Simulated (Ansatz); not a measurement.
Cu (fcc, Cu type)

```xyz
2
Lattice="0.0000 3.6297 3.6297 1.8148 1.8148 3.6297 1.8148 1.8148 0.0000" Properties=species:S:1:pos:R:3 pbc="T T T"
Cu     0.0000     0.0000     0.0000
Cu     1.8148     3.6297     5.4445
```

The atoms are displaced by Q × the pattern below (from a DFPT mode at X = (0.5, 0.5, 0.0), largest move 1; Q in Å), at fixed cell. (q is in reciprocal vectors of the primitive cell; the cell shown is doubled to hold the pattern.)

```csv
atom,x,y,z
Cu1,0.000,0.000,-1.000
Cu2,0.000,0.000,1.000
```

The numbers are results of PBE (plane waves to 420 eV, PAW, scalar-relativistic; Ansatz, an electronic-structure program), not measurements. k mesh 22×22×22 (Γ-centred), Fermi-Dirac smearing 0.05 eV. With partly filled bands, energies and forces of such displacements shift with the k mesh and the smearing. Cu is run without spin polarisation. Cu was relaxed with its symmetry unable to fall. 

```csv
Q (Å),−dE/dQ from forces (eV/Å)
-0.180,5.218
-0.150,4.240
-0.120,3.318
-0.090,2.444
-0.060,1.606
-0.030,0.796
0.000,0.000
0.030,-0.796
0.060,-1.606
0.090,-2.444
0.120,-3.318
0.150,-4.240
0.180,-5.218
```

Question: What harmonic wavenumber does the curvature at Q = 0 give?

Answer: 238 cm⁻¹. E″ = 26.45 eV/Å², M = Σ mᵢ|uᵢ|² = 127.1 u, ν̃ = 521.5·√(|E″|/M).

(For displaced atoms, the force is minus the slope of the energy, and its curvature is a force constant, which sets phonon frequencies.)
